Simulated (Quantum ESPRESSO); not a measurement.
## Ir4MoPd3 (input and log of a self-consistent run)

Computed values, not a measurement. The program is pw.x of Quantum ESPRESSO 7.5 (plane-wave density functional theory). The cell is made up: eight metal atoms on a hexagonal close-packed lattice, with elements, volume, strain and displacements drawn at random and not relaxed, so it may be unstable or far from any real phase. PseudoDojo standard norm-conserving files set the functional (PBE unless stated); there is no spin polarisation or spin-orbit coupling, the Fermi-Dirac width of 0.25 eV means electrons at about 2900 K, and the masses in the input are unused placeholders. Heavy elements are run without spin-orbit coupling, which real alloys of them have. A spin test at this wide smearing found no moment, but such smearing suppresses magnetism that the real alloy may have.

Input:

```
&control calculation='scf', pseudo_dir='./dojo.nc.sr.pbe.v0_5.standard.upf', outdir='./o', disk_io='minimal', tprnfor=.true., tstress=.true. /
&system ibrav=0, nat=8, ntyp=3, nbnd=86, ecutwfc=92.02030273, nosym=.true., tot_charge=0,
 occupations='smearing', smearing='fd', degauss=0.0183746611
/
&electrons conv_thr=1.470e-08, electron_maxstep=70, mixing_beta=0.5 /
ATOMIC_SPECIES
Ir 1.0 Ir.upf
Mo 1.0 Mo.upf
Pd 1.0 Pd.upf
CELL_PARAMETERS angstrom
-0.0238 4.7422 -0.0562
2.7589 -0.065 4.3302
2.7609 0.0375 -4.3315
ATOMIC_POSITIONS angstrom
Ir 0.2631 0.0628 -0.0668
Ir 2.7432 -0.0636 0.0625
Mo 2.7329 1.6173 -2.1487
Pd 2.6883 1.4982 2.0751
Ir 1.4472 2.3144 -0.1865
Pd 4.3437 2.3848 0.1455
Ir 1.3645 3.8764 -2.1749
Pd 1.275 3.8068 2.0726
K_POINTS automatic
5 5 5 1 1 1
```

The log is shortened where brackets say so; the opening notice, blank lines, dates and the lines on written files are dropped, and the path of the files is cut. It prints rydbergs, bohrs and kilobars, and counts compression as positive stress. Its total energy is the free energy E - TS of the whole cell.

```
     Program PWSCF v.7.5
     Parallel version (MPI & OpenMP), running on       4 processor cores
     Number of MPI processes:                 4
     Threads/MPI process:                     1
     [start-up lines left out]
     bravais-lattice index     =            0
     lattice parameter (alat)  =       8.9622  a.u.
     unit-cell volume          =     764.8938 (a.u.)^3
     number of atoms/cell      =            8
     number of atomic types    =            3
     number of electrons       =       136.00
     number of Kohn-Sham states=           86
     kinetic-energy cutoff     =      92.0203  Ry
     charge density cutoff     =     368.0812  Ry
     scf convergence threshold =      1.5E-08
     mixing beta               =       0.5000
     number of iterations used =            8  plain     mixing
     Exchange-correlation= PBE
                           (   1   4   3   4   0   0   0)
     [axes and pseudopotential details left out]
   Cartesian axes
     site n.     atom                  positions (alat units)
         1        Ir     tau(   1) = (   0.0554760   0.0132417  -0.0140851  )
         2        Ir     tau(   2) = (   0.5784178  -0.0134104   0.0131784  )
         3        Mo     tau(   3) = (   0.5762460   0.3410160  -0.4530644  )
         4        Pd     tau(   4) = (   0.5668418   0.3159032   0.4375455  )
         5        Ir     tau(   5) = (   0.3051495   0.4880031  -0.0393245  )
         6        Pd     tau(   6) = (   0.9158914   0.5028473   0.0306794  )
         7        Ir     tau(   7) = (   0.2877118   0.8173588  -0.4585888  )
         8        Pd     tau(   8) = (   0.2688403   0.8026833   0.4370183  )
     number of k points=    63  Fermi-Dirac smearing, width (Ry)=  0.0184
                       cart. coord. in units 2pi/alat
        k(    1) = (   0.1723422   0.1008878   0.0012337), wk =   0.0320000
        k(    2) = (   0.3441536   0.1004528  -0.1082390), wk =   0.0320000
     [further k points left out]
     Dense  grid:    91197 G-vectors     FFT dimensions: (  60,  60,  60)
     Estimated max dynamical RAM per process >     420.03 MB
     Estimated total dynamical RAM >       1.58 GB
     Initial potential from superposition of free atoms
     starting charge     135.9974, renormalised to     136.0000
     Starting wfcs are   77 randomized atomic wfcs +    9 random wfcs
     total cpu time spent up to now is        6.3 secs
     per-process dynamical memory:   337.1 Mb
     Self-consistent Calculation
     iteration #  1     ecut=    92.02 Ry     beta= 0.50
     Davidson diagonalization with overlap
     ethr =  1.00E-02,  avg # of iterations =  3.3
     total cpu time spent up to now is       25.9 secs
     total energy              =   -1866.19818842 Ry
     estimated scf accuracy    <      13.88240052 Ry
     iteration #  2     ecut=    92.02 Ry     beta= 0.50
     Davidson diagonalization with overlap
     ethr =  1.00E-02,  avg # of iterations =  2.0
     total cpu time spent up to now is       44.4 secs
     total energy              =   -1870.50417343 Ry
     estimated scf accuracy    <      50.54485131 Ry
     iteration #  3     ecut=    92.02 Ry     beta= 0.50
     Davidson diagonalization with overlap
     ethr =  1.00E-02,  avg # of iterations =  2.0
     total cpu time spent up to now is       60.7 secs
     total energy              =   -1874.60177917 Ry
     estimated scf accuracy    <       8.15505165 Ry
     iteration #  4     ecut=    92.02 Ry     beta= 0.50
     Davidson diagonalization with overlap
     ethr =  6.00E-03,  avg # of iterations =  1.0
     total cpu time spent up to now is       74.0 secs
     total energy              =   -1874.62608318 Ry
     estimated scf accuracy    <       2.20857574 Ry
     iteration #  5     ecut=    92.02 Ry     beta= 0.50
     Davidson diagonalization with overlap
     ethr =  1.62E-03,  avg # of iterations =  1.6
     total cpu time spent up to now is       88.1 secs
     total energy              =   -1874.62873783 Ry
     estimated scf accuracy    <       0.67186476 Ry
     [iterations 6 to 13 left out]
     iteration # 14     ecut=    92.02 Ry     beta= 0.50
     Davidson diagonalization with overlap
     ethr =  2.01E-08,  avg # of iterations =  2.2
     total cpu time spent up to now is      224.7 secs
     total energy              =   -1874.70727069 Ry
     estimated scf accuracy    <       0.00000131 Ry
     iteration # 15     ecut=    92.02 Ry     beta= 0.50
     Davidson diagonalization with overlap
     ethr =  9.64E-10,  avg # of iterations =  3.8
     total cpu time spent up to now is      243.5 secs
     total energy              =   -1874.70727099 Ry
     estimated scf accuracy    <       0.00000233 Ry
     iteration # 16     ecut=    92.02 Ry     beta= 0.50
     Davidson diagonalization with overlap
     ethr =  9.64E-10,  avg # of iterations =  1.2
     total cpu time spent up to now is      257.5 secs
     total energy              =   -1874.70727119 Ry
     estimated scf accuracy    <       0.00000011 Ry
     iteration # 17     ecut=    92.02 Ry     beta= 0.50
     Davidson diagonalization with overlap
     ethr =  8.32E-11,  avg # of iterations =  2.3
     total cpu time spent up to now is      272.6 secs
     total energy              =   -1874.70727121 Ry
     estimated scf accuracy    <       0.00000006 Ry
     iteration # 18     ecut=    92.02 Ry     beta= 0.50
     Davidson diagonalization with overlap
     ethr =  4.34E-11,  avg # of iterations =  1.1
     total cpu time spent up to now is      285.7 secs
     End of self-consistent calculation
     [lines on levels left out]
!    total energy              =   -1874.70727121 Ry
     estimated scf accuracy    <          3.6E-09 Ry
     smearing contrib. (-TS)   =      -0.11402459 Ry
     internal energy E=F+TS    =   -1874.59324662 Ry
     The total energy is F=E-TS. E is the sum of the following terms:
     one-electron contribution =    -389.62605228 Ry
     hartree contribution      =     294.85636792 Ry
     xc contribution           =    -323.01686177 Ry
     ewald contribution        =   -1456.80670049 Ry
     convergence has been achieved in  18 iterations
     Forces acting on atoms (cartesian axes, Ry/au):
     atom    1 type  1   force =    -0.15226256   -0.03114744    0.04991710
     atom    2 type  1   force =     0.09151182   -0.00603422   -0.05733043
     atom    3 type  2   force =     0.04935466   -0.07584260    0.01343698
     atom    4 type  3   force =    -0.01034399    0.00291256    0.02908997
     atom    5 type  1   force =     0.00980191    0.02191788    0.07214964
     atom    6 type  3   force =    -0.05359503   -0.02885039   -0.12222445
     atom    7 type  1   force =     0.03396538    0.08844764   -0.03777432
     atom    8 type  3   force =     0.03156782    0.02859657    0.05273552
     Total force =     0.295124     Total SCF correction =     0.000266
     Computing stress (Cartesian axis) and pressure
          total   stress  (Ry/bohr**3)                   (kbar)     P=      239.94
   0.00137481   0.00000223  -0.00015962          202.24        0.33      -23.48
   0.00000223   0.00130588   0.00027239            0.33      192.10       40.07
  -0.00015962   0.00027239   0.00221247          -23.48       40.07      325.47
     init_run     :      5.97s CPU      6.26s WALL (       1 calls)
     electrons    :    272.24s CPU    279.37s WALL (       1 calls)
     forces       :      2.79s CPU      2.80s WALL (       1 calls)
     stress       :      9.56s CPU      9.80s WALL (       1 calls)
     [timing details left out]
     PWSCF        :   4m50.66s CPU   4m58.36s WALL
     JOB DONE.
```

In other units: free energy -25506.692 eV for the cell, pressure 23.99 GPa, largest force component 3.915 eV/Å in size. The run took 300 s of wall time with four MPI processes on a shared machine (Intel Xeon, 2023 or later, virtual cores), so the time is rough. A rerun of this cell at a higher cutoff and on a denser mesh moved values by no more than 0.006 eV in energy, 0.08 GPa in stress and 0.009 eV/Å in force, and a second program with other atomic files agreed on that cell to 2 % rms in force and 0.5 GPa in pressure.